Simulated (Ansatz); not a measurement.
## Kick test of a cell of As2Se

The cell was found from a proposed guess, not taken from experiment.

All numbers below come from DFT PBE, scalar-relativistic, plane waves, PAW in Ansatz 0.2.0. Settings: cutoff 420 eV, Γ-centred mesh 12×12×4 on the computed 9-atom cell, Gaussian smearing of 0.01 eV; no spin polarisation.

The cell below (9 atoms, space group P-3m1 (No. 164)) is relaxed within its symmetry.

```yaml
crystal:
  lattice:
    - [3.78571, 0.00000, 0.00000]
    - [-1.89286, 3.27852, 0.00000]
    - [0.00000, 0.00000, 17.47344]
  atoms:
    - { symbol: As, position: [0.00000, 0.00000, 0.64217] }
    - { symbol: As, position: [0.66667, 0.33333, 0.56685] }
    - { symbol: As, position: [0.00000, 0.00000, 0.35783] }
    - { symbol: As, position: [0.33333, 0.66667, 0.43315] }
    - { symbol: As, position: [0.66667, 0.33333, 0.89890] }
    - { symbol: As, position: [0.33333, 0.66667, 0.10110] }
    - { symbol: Se, position: [0.33333, 0.66667, 0.81468] }
    - { symbol: Se, position: [0.66667, 0.33333, 0.18532] }
    - { symbol: Se, position: [0.00000, 0.00000, 0.00000] }
```

For the test it was strained at random (σ = 1.5 % a component), the atoms were moved at random (σ = 0.05 Å), and all was relaxed again on a coarse 6×6×2 mesh (in the run’s order of axes) with 0.20 eV smearing, with no symmetry imposed.

Weakly bound directions are ill-defined at this level, which has no dispersion term.

Question: Does it come back?

Answer: It returns, within 1 meV/atom of the unmoved cell on that mesh and with the same symmetry when read at 0.1 Å (C2 at 0.01 Å, so small strains and shifts remain). So it is stable against the distortions that fit this cell and that this random move excites. Modes that don't fit the cell aren't tested.
